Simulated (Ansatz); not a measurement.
This guess for KH3 is about to be relaxed.

```xyz
8
Lattice="-3.3640 3.3640 4.7574 3.3640 -3.3640 4.7574 3.3640 3.3640 -4.7574" Properties=species:S:1:pos:R:3 pbc="T T T"
K     0.0000    0.0000    4.7574
K     0.0000    0.0000    0.0000
H     1.8920   -1.4720    4.7574
H     1.4720    1.8920    4.7574
H     0.0000    0.0000    7.1361
H     1.4720    4.8360    0.0000
H     1.8920    1.4720    0.0000
H     0.0000    0.0000    2.3787
```

Method: Ansatz, DFT PBE, scalar-relativistic, plane waves, PAW. Cutoff 420 eV, Gaussian smearing, Γ-centred meshes. Cell and atoms relax on a converged mesh. The steps can't lower the symmetry of their start. No spin polarisation.

A guess keeps its type if space group and coordination stay and the shape of the cell changes little (axis ratios within about 15 %, angles within 6°); the volume may change.

Problem. Does it keep its structure type, or change into something else?

Solution. It doesn't keep its type. The symmetry stays I4/mcm (No. 140). The volume per atom grows by 63.7 %, from 26.9 to 44.1 Å³. The shortest distance goes from 2.38 Å (K–H) to 0.75 Å (H–H). The ratio c/a of the conventional cell changes by a factor of 0.81. Counting neighbours within 15 % of an atom's shortest distance, the start has H 2, K 6 and the end H 1/2, K 2. In detail, at the end K has 2 H at 2.43 Å; around H on a site of symmetry m2m lies 1 H at 0.75 Å; around H on a site of symmetry 422 lie 2 K at 2.43 Å.

Space group I4/mcm (No. 140). a = 8.523 Å, b = 8.523 Å, c = 9.706 Å, α = 90.00°, β = 90.00°, γ = 90.00°
| atom | site | symmetry | x | y | z |
| --- | --- | --- | --- | --- | --- |
| K | 4c | 4/m.. | 0.0000 | 0.0000 | 0.5000 |
| H | 8h | m.2m | 0.4689 | 0.9689 | 0.5000 |
| H | 4a | 422 | 0.0000 | 0.0000 | 0.7500 |

The last run used a 4×4×4 mesh for its 8-atom cell and Gaussian smearing of 0.02 eV. No dispersion correction is applied, so the spacing and binding between layers, chains or molecules are poorly described. A structure relaxed within its symmetry needn't be a true minimum.

In counts of neighbours, a slash parts the counts of unlike sites.
